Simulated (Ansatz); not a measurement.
# Kick test of a cell of TaTiSi4

The structure comes from a generated guess, relaxed at this level; another structure or a mixture of phases may lie lower.

All numbers below come from DFT PBE, scalar-relativistic, plane waves, PAW in Ansatz 0.2.0. Cutoff 420 eV; k points 10×10×10 on the computed 6-atom cell (Γ-centred); Gaussian smearing, width 0.10 eV; no spin polarisation.

The cell below (6 atoms, space group F222 (No. 22)) is relaxed within its symmetry.

```cif
data_structure
_symmetry_space_group_name_H-M 'P 1'
_symmetry_Int_Tables_number 1
_cell_length_a 5.9984
_cell_length_b 4.9431
_cell_length_c 4.8093
_cell_angle_alpha 75.900
_cell_angle_beta 53.057
_cell_angle_gamma 51.042
_cell_volume 86.53
loop_
_atom_site_label
_atom_site_type_symbol
_atom_site_fract_x
_atom_site_fract_y
_atom_site_fract_z
_atom_site_occupancy
Ti1 Ti 0.75000 0.75000 0.75000 1
Ta1 Ta 0.50000 0.50000 0.50000 1
Si1 Si 0.09585 0.40415 0.09585 1
Si2 Si 0.40415 0.09585 0.40415 1
Si3 Si 0.16072 0.83928 0.16072 1
Si4 Si 0.83928 0.16072 0.83928 1
```

For the test a repeat of it with 12 atoms (edges 4.81, 4.94, 7.69 Å) was strained at random (σ = 1.5 % a component), the atoms were moved at random (σ = 0.10 Å), and all was relaxed again on a coarse 6×6×4 mesh (in the run’s order of axes) with 0.20 eV smearing, with no symmetry imposed.

Spin–orbit coupling, which can matter for Ta, is left out.

Task: What happens?

Result: It returns, within 1 meV/atom of the unmoved cell on that mesh and with the same symmetry when read at 0.1 Å (C2 at 0.01 Å, so small strains and shifts remain). So it is stable against the distortions that fit this cell and that this random move excites. Modes that don't fit the cell aren't tested.
